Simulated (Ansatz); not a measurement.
**What DFT gives for BaGe$_{3}$Pt**

```xyz
5
Lattice="0.0000 4.5384 0.0000 4.5384 0.0000 0.0000 2.2692 2.2692 -5.0888" Properties=species:S:1:pos:R:3 pbc="T T T"
Ba    0.0000    0.0000    0.0000
Pt    4.5384    4.5384   -3.5836
Ge    2.2692    2.2692   -1.0137
Ge    2.2692    4.5384   -2.5068
Ge    4.5384    2.2692   -2.5068
```

Method: r2SCAN, spin-orbit coupling; PAW, plane waves to 500 eV, 6×6×6 Γ-centred mesh, fermi-dirac occupations (width 0.0259 eV) (Ansatz 0.2.0), atoms fixed.

The state carries no moments; the state need not be the lowest.

**Forces.** The largest is on Pt2: 0.09 eV/Å, components (0.00, 0.00, 0.09). It makes 65° with the line to a nearest neighbour, Ge4 at 2.51 Å.
**Formation energy.** -0.67 eV an atom against the elements' usual phases (free molecules for gases, crystals otherwise, with no correction for O₂ or N₂), so it is bound against them; other compounds may still compete. Relaxing would lower it.
**Electronic structure.** It is a metal, with about 1.8 states/eV a cell as the mean within 0.25 eV of the Fermi level, mostly Ge p (64 %) and Pt d (14 %).
**Stress.** The pressure is 2.9 GPa (compression positive), so with the atoms held at these fractions the cell would first expand.
**Charges.** Bader charges in e: Ba +1.25, Ge -0.24 to +0.06, Pt -1.13. In the mean Ba gives up most and Pt takes most.

Origin: a database entry at a rescaled volume.

It took 15 min on 2 threads of Arm Neoverse V2, on a shared host, peak memory 3.7 GiB, starting from a saved density. The time holds forces, stress, Bader, DOS, bands, ELF.
